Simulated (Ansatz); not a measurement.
NaF:
```
NaF
1.0
    0.00000     2.53186     2.53186
    2.53186     0.00000     2.53186
    2.53186     2.53186     0.00000
Na F
1 1
Direct
  0.00000   0.00000   0.00000
  0.25000   0.25000   0.25000
```

Relaxed with r²SCAN. Special points in fractions of this cell's reciprocal vectors: Γ (0.000, 0.000, 0.000); X (0.500, 0.000, 0.500); U (0.625, 0.250, 0.625); K (0.375, 0.375, 0.750); L (0.500, 0.500, 0.500); W (0.500, 0.250, 0.750).

List the band energies nearest the valence-band maximum at these points for r²SCAN in the plane-wave PAW code Ansatz.

In eV from the valence-band maximum; about four levels below and three above (degenerate sets whole), none deeper than 8.9 eV; … stands for higher levels left out; points with the same levels are listed once.

| k | below | above |
|---|---|---|
| Γ | 0.00 0.00 0.00 | 6.25 … |
| X | -0.75 -0.16 -0.16 | 10.50 … |
| U | -0.59 -0.38 -0.11 | 10.97 … |
| L | -0.82 -0.04 -0.04 | 10.55 … |
| W | -0.47 -0.44 -0.19 | 11.13 … |

Space group F-43m (zinc blende). The start of the workflow was typed in or built on a structure type; neither database checked (COD, Materials Project) lists it. It is not the phase usual at ambient conditions (space group No. 225). The cell was relaxed with r²SCAN under the symmetry of its start; whether a distortion lowers the energy is not shown.

Potentials: the later of the program's two PAW sets.
